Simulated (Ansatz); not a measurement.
Electronic bands of the Tl (1 0 0) slab, simulated with Ansatz.

Miller indices refer to the conventional cell of P6_3/mmc (No. 194), a = 3.612 Å, b = 3.612 Å, c = 5.565 Å, α = 90.00°, β = 90.00°, γ = 120.00°.

The slab has 8 planes, was cut to end in Tl at the top (+c) and Tl at the bottom, and its atoms stand where a relaxation without spin-orbit coupling left them. Listed are levels within 1.2 eV of the Fermi level, the 22 nearest at most. Weights are Löwdin projections on the datasets' atomic orbitals, as shares of the full norm: they are low for levels that spill into the vacuum or into shells that a dataset lacks. Two planes next to each face count as outer, 4 of 8 in all, so a level spread evenly over the slab has a weight near 0.50.

```
Tl
1.0
     3.61243    0.00000    0.00000
     0.00000    5.56527    0.00000
     0.00000    0.00000   26.47100
Tl
8
Direct
  0.00000 0.75000 0.29194
  0.00000 0.25000 0.35875
  0.50000 0.75000 0.40542
  0.50000 0.25000 0.47986
  0.00000 0.75000 0.52014
  0.00000 0.25000 0.59458
  0.50000 0.75000 0.64125
  0.50000 0.25000 0.70806
```

Method: DFT PBE, scalar-relativistic, plane waves, PAW (Ansatz).

Cutoff 420 eV; k points 10×6×1 on the computed 8-atom cell (Γ-centred); Gaussian smearing, width 0.10 eV; no spin polarisation. A dipole correction removes the field between periodic images along c.

Run with
```bash
ansatz run input.yaml --threads 2 --pin off --max-ram 5632MiB --backend cpu --events-out ev --progress --plain --runs-dir out
```

2.5 min on 2 threads of Arm Neoverse V2, with other jobs on the host, peak memory 1.6 GiB

Levels at X (0.500, 0.000), in eV from the Fermi level, with weights (averaged over levels within 1.5 meV, which needn't be degenerate by symmetry):
| level | levels within 1.5 meV | outer two planes of both faces |
| --- | --- | --- |
| -1.054 | 2 | 0.63 |
| -0.546 | 2 | 0.30 |
| 0.594 | 2 | 0.40 |
| 0.998 | 2 | 0.80 |
| 1.082 | 2 | 0.67 |
| 1.157 | 2 | 0.18 |

Levels at Γ (0.000, 0.000), in eV from the Fermi level, with weights (averaged over levels within 1.5 meV, which needn't be degenerate by symmetry):
| level | outer two planes of both faces |
| --- | --- |
| -0.662 | 0.40 |
| -0.326 | 0.58 |
| 0.454 | 0.72 |
| 0.705 | 0.60 |

Levels at Y (0.000, 0.500), in eV from the Fermi level, with weights (averaged over levels within 1.5 meV, which needn't be degenerate by symmetry):
```
 level  levels within 1.5 meV  outer two planes of both faces
-0.092                      2                            0.68
```

Levels at S (0.500, 0.500), in eV from the Fermi level, with weights (averaged over levels within 1.5 meV, which needn't be degenerate by symmetry):
| level | levels within 1.5 meV | outer two planes of both faces |
| --- | --- | --- |
| -0.737 | 2 | 0.58 |
| -0.258 | 2 | 0.70 |

Bands cross the Fermi level. 7 of the listed levels have a weight of 0.6 or more on the outer planes; the nearest to the Fermi level is at -0.09 eV at Y. The work function of the top face is 3.50 eV. In a slab this thin the states of the two faces can couple and split. Spin-orbit coupling is left out, which matters for the bands of heavy elements.
